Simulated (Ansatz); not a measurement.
SbPd:
```yaml
crystal:
  lattice:
    - [3.39079, 0.00000, 0.00000]
    - [0.00000, 3.39079, 0.00000]
    - [0.00000, 0.00000, 3.39079]
  atoms:
    - { symbol: Pd, position: [0.00000, 0.00000, 0.00000] }
    - { symbol: Sb, position: [0.50000, 0.50000, 0.50000] }
```

Relaxed with r²SCAN. Special points in fractions of this cell's reciprocal vectors: Γ (0.000, 0.000, 0.000); X (0.000, 0.500, 0.000); M (0.500, 0.500, 0.000); R (0.500, 0.500, 0.500).

Q: List the band energies nearest the Fermi level at these points for plane-wave PAW r²SCAN (Ansatz code).

A: In eV from the Fermi level; about four levels below and three above (degenerate sets whole), none deeper than 8.9 eV; … stands for higher levels left out; points with the same levels are listed once.

| k | below | above |
|---|---|---|
| Γ | -3.91 -3.91 -2.44 -2.44 -2.44 | 0.85 0.85 0.85 |
| X | -3.59 -3.59 -2.42 -1.61 | 4.65 4.65 7.07 |
| M | -2.94 -2.94 -1.86 -1.24 | 1.25 3.94 … |
| R | -5.76 -5.76 -5.76 -1.83 -1.83 | 1.73 1.73 1.73 |

Space group Pm-3m (CsCl type). A made-up cell: these elements were put on the sites of a structure type; neither database checked (COD, Materials Project) lists it. COD files the formula under space group No. 194. Whether it is the stable phase at ambient conditions was not checked. The r²SCAN relaxation kept the symmetry of its start; whether a distortion lowers the energy is not shown. No spin polarisation was allowed. Spin–orbit coupling is left out wherever it is not named.

Potentials: the earlier of the program's two PAW sets.
